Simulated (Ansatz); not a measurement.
Q: Os (hcp (Mg type), P6_3/mmc) is relaxed with plane-wave PAW r²SCAN (Ansatz code). What lattice parameters of the conventional cell result?

A: a = 2.738 Å, c = 4.318 Å.

The cell was relaxed with r²SCAN under the symmetry of its start. The run is not spin-polarised. Axis ratios of metals converge slowly with the k-mesh, so a and c are less sure than the volume. Spin–orbit coupling is left out wherever it is not named.

Potentials: the later of the program's two PAW sets.
